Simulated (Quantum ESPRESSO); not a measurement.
Ti3Hf2MoTa2, finding a planted mistake in a log

Computed values, not a measurement. The program is pw.x of Quantum ESPRESSO 7.5 (plane-wave density functional theory). The cell is made up: eight metal atoms on a hexagonal close-packed lattice, with elements, volume, strain and displacements drawn at random and not relaxed, so it may be unstable or far from any real phase. PseudoDojo standard norm-conserving files set the functional (PBE unless stated); there is no spin polarisation or spin-orbit coupling, the Fermi-Dirac width of 0.25 eV means electrons at about 2900 K, and the masses in the input are unused placeholders. Heavy elements are run without spin-orbit coupling, which real alloys of them have. A spin test at this wide smearing found no moment, but such smearing suppresses magnetism that the real alloy may have.

Intended input:

```
&control calculation='scf', pseudo_dir='./dojo.nc.sr.pbe.v0_5.standard.upf', outdir='./o', disk_io='minimal', tprnfor=.true., tstress=.true. /
&system ibrav=0, nat=8, ntyp=4, nbnd=68, ecutwfc=84.00895049, nosym=.true., tot_charge=0,
 occupations='smearing', smearing='fd', degauss=0.0183746611
/
&electrons conv_thr=1.470e-08, electron_maxstep=70, mixing_beta=0.5 /
ATOMIC_SPECIES
Hf 1.0 Hf.upf
Mo 1.0 Mo.upf
Ta 1.0 Ta.upf
Ti 1.0 Ti.upf
CELL_PARAMETERS angstrom
0.0225 5.1772 -0.0695
3.0184 -0.0523 4.8549
3.0384 0.0783 -4.8672
ATOMIC_POSITIONS angstrom
Ti -0.1392 0.0008 0.0216
Ti 3.0112 -0.0293 0.0174
Hf 3.0335 1.704 -2.5706
Mo 2.9843 1.692 2.4021
Ta 1.3604 2.5602 0.0553
Hf 4.5337 2.5634 -0.0442
Ti 1.6038 4.2944 -2.449
Ta 1.5191 4.344 2.4518
K_POINTS automatic
5 5 5 1 1 1
```

The log is shortened where brackets say so; the opening notice, blank lines, dates and the lines on written files are dropped, and the path of the files is cut. It prints rydbergs, bohrs and kilobars, and counts compression as positive stress. Its total energy is the free energy E - TS of the whole cell.

Log of the intended run:

```
     Program PWSCF v.7.5
     Parallel version (MPI & OpenMP), running on       4 processor cores
     Number of MPI processes:                 4
     Threads/MPI process:                     1
     [start-up lines left out]
     bravais-lattice index     =            0
     lattice parameter (alat)  =       9.7845  a.u.
     unit-cell volume          =    1028.4347 (a.u.)^3
     number of atoms/cell      =            8
     number of atomic types    =            4
     number of electrons       =       100.00
     number of Kohn-Sham states=           68
     kinetic-energy cutoff     =      84.0090  Ry
     charge density cutoff     =     336.0358  Ry
     scf convergence threshold =      1.5E-08
     mixing beta               =       0.5000
     number of iterations used =            8  plain     mixing
     Exchange-correlation= PBE
                           (   1   4   3   4   0   0   0)
     [axes and pseudopotential details left out]
   Cartesian axes
     site n.     atom                  positions (alat units)
         1        Ti     tau(   1) = (  -0.0268844   0.0001545   0.0041717  )
         2        Ti     tau(   2) = (   0.5815692  -0.0056589   0.0033606  )
         3        Hf     tau(   3) = (   0.5858762   0.3291027  -0.4964738  )
         4        Mo     tau(   4) = (   0.5763739   0.3267851   0.4639305  )
         5        Ta     tau(   5) = (   0.2627414   0.4944652   0.0106804  )
         6        Hf     tau(   6) = (   0.8756179   0.4950832  -0.0085366  )
         7        Ti     tau(   7) = (   0.3097505   0.8294006  -0.4729885  )
         8        Ta     tau(   8) = (   0.2933919   0.8389801   0.4735293  )
     number of k points=    63  Fermi-Dirac smearing, width (Ry)=  0.0184
                       cart. coord. in units 2pi/alat
        k(    1) = (   0.1705492   0.0992914   0.0016847), wk =   0.0320000
        k(    2) = (   0.3413148   0.0971237  -0.1045075), wk =   0.0320000
     [further k points left out]
     Dense  grid:   107007 G-vectors     FFT dimensions: (  60,  64,  64)
     Estimated max dynamical RAM per process >     418.55 MB
     Estimated total dynamical RAM >       1.56 GB
     Initial potential from superposition of free atoms
     starting charge      99.9883, renormalised to     100.0000
     Starting wfcs are   80 randomized atomic wfcs
     total cpu time spent up to now is        7.2 secs
     per-process dynamical memory:   331.8 Mb
     Self-consistent Calculation
     iteration #  1     ecut=    84.01 Ry     beta= 0.50
     Davidson diagonalization with overlap
     ethr =  1.00E-02,  avg # of iterations =  2.8
     total cpu time spent up to now is       22.9 secs
     total energy              =    -981.84042377 Ry
     estimated scf accuracy    <       1.51902748 Ry
     iteration #  2     ecut=    84.01 Ry     beta= 0.50
     Davidson diagonalization with overlap
     ethr =  1.52E-03,  avg # of iterations =  5.6
     total cpu time spent up to now is       44.0 secs
     total energy              =    -981.57736290 Ry
     estimated scf accuracy    <      16.32059462 Ry
     [iterations 3 to 18 left out]
     iteration # 19     ecut=    84.01 Ry     beta= 0.50
     Davidson diagonalization with overlap
     ethr =  8.88E-11,  avg # of iterations =  2.0
     total cpu time spent up to now is      314.5 secs
     total energy              =    -982.70354114 Ry
     estimated scf accuracy    <       0.00000003 Ry
     iteration # 20     ecut=    84.01 Ry     beta= 0.50
     Davidson diagonalization with overlap
     ethr =  2.77E-11,  avg # of iterations =  2.6
     total cpu time spent up to now is      328.5 secs
     End of self-consistent calculation
     [lines on levels left out]
!    total energy              =    -982.70354114 Ry
     estimated scf accuracy    <       0.00000001 Ry
     smearing contrib. (-TS)   =      -0.17300957 Ry
     internal energy E=F+TS    =    -982.53053156 Ry
     The total energy is F=E-TS. E is the sum of the following terms:
     one-electron contribution =    -234.24187275 Ry
     hartree contribution      =     155.64001682 Ry
     xc contribution           =    -189.06763954 Ry
     ewald contribution        =    -714.86103610 Ry
     convergence has been achieved in  20 iterations
     Forces acting on atoms (cartesian axes, Ry/au):
     atom    1 type  4   force =     0.02609518   -0.02356303   -0.01672425
     atom    2 type  4   force =    -0.02256826   -0.00004230    0.01763726
     atom    3 type  1   force =    -0.01639297    0.00350730    0.06950978
     atom    4 type  2   force =     0.00770030    0.00457346    0.00003818
     atom    5 type  3   force =     0.03517766    0.00941822   -0.04336839
     atom    6 type  1   force =    -0.04005074    0.00740765   -0.01794280
     atom    7 type  4   force =    -0.01858363    0.00548628    0.01171439
     atom    8 type  3   force =     0.02862246   -0.00678758   -0.02086418
     Total force =     0.120542     Total SCF correction =     0.000250
     Computing stress (Cartesian axis) and pressure
          total   stress  (Ry/bohr**3)                   (kbar)     P=       -1.07
  -0.00011444   0.00003282   0.00001474          -16.84        4.83        2.17
   0.00003282  -0.00004445  -0.00004921            4.83       -6.54       -7.24
   0.00001474  -0.00004921   0.00013715            2.17       -7.24       20.18
     init_run     :      6.80s CPU      7.14s WALL (       1 calls)
     electrons    :    319.79s CPU    321.25s WALL (       1 calls)
     forces       :      2.80s CPU      2.84s WALL (       1 calls)
     stress       :     10.02s CPU     10.26s WALL (       1 calls)
     [timing details left out]
     PWSCF        :   5m39.57s CPU   5m41.67s WALL
     JOB DONE.
```

A second run was made from an input with one planted mistake. Its log:

```
     Program PWSCF v.7.5
     Parallel version (MPI & OpenMP), running on       4 processor cores
     Number of MPI processes:                 4
     Threads/MPI process:                     1
     [start-up lines left out]
     bravais-lattice index     =            0
     lattice parameter (alat)  =       9.7845  a.u.
     unit-cell volume          =    1028.4347 (a.u.)^3
     number of atoms/cell      =            8
     number of atomic types    =            4
     number of electrons       =       100.00
     number of Kohn-Sham states=           68
     kinetic-energy cutoff     =      84.0090  Ry
     charge density cutoff     =     336.0358  Ry
     scf convergence threshold =      1.5E-08
     mixing beta               =       0.5000
     number of iterations used =            8  plain     mixing
     Exchange-correlation= SLA  PW   NOGX NOGC
                           (   1   4   0   0   0   0   0)
     [axes and pseudopotential details left out]
   Cartesian axes
     site n.     atom                  positions (alat units)
         1        Ti     tau(   1) = (  -0.0268844   0.0001545   0.0041717  )
         2        Ti     tau(   2) = (   0.5815692  -0.0056589   0.0033606  )
         3        Hf     tau(   3) = (   0.5858762   0.3291027  -0.4964738  )
         4        Mo     tau(   4) = (   0.5763739   0.3267851   0.4639305  )
         5        Ta     tau(   5) = (   0.2627414   0.4944652   0.0106804  )
         6        Hf     tau(   6) = (   0.8756179   0.4950832  -0.0085366  )
         7        Ti     tau(   7) = (   0.3097505   0.8294006  -0.4729885  )
         8        Ta     tau(   8) = (   0.2933919   0.8389801   0.4735293  )
     number of k points=    63  Fermi-Dirac smearing, width (Ry)=  0.0184
                       cart. coord. in units 2pi/alat
        k(    1) = (   0.1705492   0.0992914   0.0016847), wk =   0.0320000
        k(    2) = (   0.3413148   0.0971237  -0.1045075), wk =   0.0320000
     [further k points left out]
     Dense  grid:   107007 G-vectors     FFT dimensions: (  60,  64,  64)
     Estimated max dynamical RAM per process >     418.55 MB
     Estimated total dynamical RAM >       1.56 GB
     Initial potential from superposition of free atoms
     starting charge      99.9904, renormalised to     100.0000
     Starting wfcs are   80 randomized atomic wfcs
     total cpu time spent up to now is        8.0 secs
     per-process dynamical memory:   340.2 Mb
     Self-consistent Calculation
     iteration #  1     ecut=    84.01 Ry     beta= 0.50
     Davidson diagonalization with overlap
     ethr =  1.00E-02,  avg # of iterations =  2.7
     total cpu time spent up to now is       25.2 secs
     total energy              =    -982.31582467 Ry
     estimated scf accuracy    <       1.49223849 Ry
     iteration #  2     ecut=    84.01 Ry     beta= 0.50
     Davidson diagonalization with overlap
     ethr =  1.49E-03,  avg # of iterations =  5.9
     total cpu time spent up to now is       51.3 secs
     total energy              =    -982.04147897 Ry
     estimated scf accuracy    <      16.50081973 Ry
     [iterations 3 to 16 left out]
     iteration # 17     ecut=    84.01 Ry     beta= 0.50
     Davidson diagonalization with overlap
     ethr =  3.36E-10,  avg # of iterations =  2.0
     total cpu time spent up to now is      355.3 secs
     total energy              =    -983.17101336 Ry
     estimated scf accuracy    <       0.00000009 Ry
     iteration # 18     ecut=    84.01 Ry     beta= 0.50
     Davidson diagonalization with overlap
     ethr =  9.18E-11,  avg # of iterations =  2.7
     total cpu time spent up to now is      373.4 secs
     End of self-consistent calculation
     [lines on levels left out]
!    total energy              =    -983.17101336 Ry
     estimated scf accuracy    <       0.00000001 Ry
     smearing contrib. (-TS)   =      -0.17559484 Ry
     internal energy E=F+TS    =    -982.99541853 Ry
     The total energy is F=E-TS. E is the sum of the following terms:
     one-electron contribution =    -236.58527271 Ry
     hartree contribution      =     155.76688593 Ry
     xc contribution           =    -187.31599565 Ry
     ewald contribution        =    -714.86103610 Ry
     convergence has been achieved in  18 iterations
     Forces acting on atoms (cartesian axes, Ry/au):
     atom    1 type  4   force =     0.02134293   -0.01960200   -0.01489595
     atom    2 type  4   force =    -0.01865116    0.00030287    0.01578155
     atom    3 type  1   force =    -0.01043740    0.00288573    0.05729228
     atom    4 type  2   force =     0.00291155    0.00515056    0.00061652
     atom    5 type  3   force =     0.02578345    0.00740407   -0.03421407
     atom    6 type  1   force =    -0.03153051    0.00535787   -0.01729074
     atom    7 type  4   force =    -0.01467051    0.00308781    0.01000071
     atom    8 type  3   force =     0.02525163   -0.00458692   -0.01729030
     Total force =     0.097919     Total SCF correction =     0.000253
     Computing stress (Cartesian axis) and pressure
          total   stress  (Ry/bohr**3)                   (kbar)     P=     -101.26
  -0.00078990   0.00002952   0.00001406         -116.20        4.34        2.07
   0.00002952  -0.00072270  -0.00005161            4.34     -106.31       -7.59
   0.00001406  -0.00005161  -0.00055253            2.07       -7.59      -81.28
     init_run     :      6.92s CPU      7.23s WALL (       1 calls)
     electrons    :    352.44s CPU    365.42s WALL (       1 calls)
     forces       :      3.51s CPU      3.54s WALL (       1 calls)
     stress       :     10.48s CPU     10.75s WALL (       1 calls)
     [timing details left out]
     PWSCF        :   6m14.18s CPU   6m27.87s WALL
     JOB DONE.
```

Question: the log repeats what the program read. Compare it with the intended run: what was wrong in the second input?

Answer: the files are those of another functional. The input lines that differ:

```
- &control calculation='scf', pseudo_dir='./dojo.nc.sr.pbe.v0_5.standard.upf', outdir='./o', disk_io='minimal', tprnfor=.true., tstress=.true. /
+ &control calculation='scf', pseudo_dir='./dojo.nc.sr.lda.v0_4_1.standard.upf', outdir='./o', disk_io='minimal', tprnfor=.true., tstress=.true. /
```

```
                                            intended run  run with the mistake
                          free energy (eV)    -13370.363            -13376.723
         entropy term -TS, part of it (eV)        -2.354                -2.389
                            pressure (GPa)         -0.11                -10.13
size of the largest force component (eV/Å)         1.787                 1.473
largest change of a force component (eV/Å)                               0.314
                                iterations            20                    18
```

For scale, a rerun of the intended cell at a higher cutoff and on a denser mesh moved values by no more than 0.003 eV in energy, 0.02 GPa in stress and 0.003 eV/Å in force, and a second program with other atomic files agreed on that cell to 2 % rms in force and 0.5 GPa in pressure. Files of another functional or element have another zero of energy, so the energy change says nothing on stability.